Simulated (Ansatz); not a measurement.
**InSb$_{3}$ (Pm-3m), a sublattice moved along a line**

Level of theory: DFT PBE, scalar-relativistic, plane waves, PAW in Ansatz 0.2.0. Settings: plane waves to 420 eV, k-mesh 10×10×10 (Γ-centred), Gaussian smearing 0.15 eV. No spin polarisation. Energies are free energies at this smearing, counted from the undisturbed cell; pressure is positive in compression.

The starting cell (relaxed at this level; it needn't be the usual structure):

```
In Sb
1.0
     4.81384    0.00000    0.00000
     0.00000    4.81384    0.00000
     0.00000    0.00000    4.81384
In Sb
1 3
Cartesian
  0.0000 0.0000 0.0000
  2.4069 0.0000 2.4069
  0.0000 2.4069 2.4069
  2.4069 2.4069 0.0000
```

Every In atom is moved by x along the Cartesian unit vector (0.707, 0.707, 0.000); the cell and all other atoms stay fixed. The cell is metallic on the mesh throughout.

| x (Å) | ΔE (meV/cell) | force along x on the moved atoms (eV/Å) | pressure (GPa) |
| --- | --- | --- | --- |
| -0.3000 | 65.9 | 0.48 | 0.5 |
| -0.1500 | 15.4 | 0.21 | 0.1 |
| 0.0000 | 0.0 | 0.00 | 0.0 |
| 0.2250 | ? | -0.33 | ? |

Question: Give the withheld values.

Answer: ΔE (meV/cell) at x (Å) = 0.2250: 35.7; pressure (GPa) at x (Å) = 0.2250: 0.3.

Cost: 4 runs of about 5.3 core-minutes in all, on Intel Xeon Processor @ 2.50GHz (Skylake/Cascade Lake) (shared hosts).